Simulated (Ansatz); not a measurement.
**Is this Al4Ru3 structure a true minimum?**

The structure comes from a proposed guess, relaxed at this level; another structure or a mixture of phases may lie lower.

The calculation used DFT PBE, scalar-relativistic, plane waves, PAW (Ansatz). Settings: cutoff 420 eV, Γ-centred mesh 14×14×14 on the computed 7-atom cell, Gaussian smearing of 0.10 eV; no spin polarisation.

The cell below (7 atoms, space group I4/mmm (No. 139)) is relaxed within its symmetry.

```yaml
crystal:
  lattice:
    - [-1.53715, 1.53715, 10.18232]
    - [1.53715, -1.53715, 10.18232]
    - [1.53715, 1.53715, -10.18232]
  atoms:
    - { symbol: Al, position: [0.28970, 0.28970, 0.00000] }
    - { symbol: Al, position: [0.71030, 0.71030, 0.00000] }
    - { symbol: Al, position: [0.42853, 0.42853, 0.00000] }
    - { symbol: Al, position: [0.57147, 0.57147, 0.00000] }
    - { symbol: Ru, position: [0.85223, 0.85223, 0.00000] }
    - { symbol: Ru, position: [0.14777, 0.14777, 0.00000] }
    - { symbol: Ru, position: [0.00000, 0.00000, 0.00000] }
```

For the test it was strained at random (σ = 1.5 % a component), the atoms were moved at random (σ = 0.10 Å), and all was relaxed again on a coarse 8×8×8 mesh (in the run’s order of axes) with 0.20 eV smearing, with no symmetry imposed.

Question: What happens?

Answer: It returns, within 1 meV/atom of the unmoved cell on that mesh and with the same symmetry when read at 0.1 Å. So it is stable against the distortions that fit this cell and that this random move excites. Modes that don't fit the cell aren't tested.
